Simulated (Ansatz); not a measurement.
The elements of this relaxed trial crystal are hidden behind letters.

```
lattice vectors (Å)
   2.5087    0.0000    0.0000
  -1.2543    2.1726    0.0000
   0.0000    0.0000    6.1827
fractional positions
X 0.0000 0.0000 0.5000
Z 0.6667 0.3333 0.8382
Z 0.3333 0.6667 0.1618
```

Computed with Ansatz, DFT PBE, scalar-relativistic, plane waves, PAW. Settings of the last relaxation (3-atom cell): 420 eV, 24×24×8 k points, Gaussian smearing of 0.10 eV, collinear spin.

```
Space group                                : P-3m1 (No. 164)
Conventional cell                          : a = 2.509 Å, c = 6.183 Å
Volume per atom                            : 11.23 Å³
Density                                    : 8.56 g/cm³
Energy over the elements                   : +0.04 eV/atom
Gap on the 24×24×8 mesh of the 3-atom cell : 0 eV (a metal)
Net moment per atom                        : 1.95 μB
```

Energies are uncorrected and count from the elements' standard states at the same level.

Question: X is a d-block element of period 4 and Z is a d-block element of period 4. Which elements are they?

Answer: X = Fe, Z = Co, so the formula is FeCo2. Density times volume gives a mean mass of 8.56 × 11.23/1.6605 = 57.9 u per atom, and this set has 57.9 u. Around Fe lie 6 Fe at 2.51 Å and 6 Co at 2.54 Å; around Co lie 9 Co at 2.47–2.51 Å and 3 Fe at 2.54 Å. Other sets within the hints have nearly the same mass, so mass alone doesn't settle it; this one was computed.

The magnetic state reached may not be the lowest. A structure relaxed within its symmetry needn't be a true minimum.
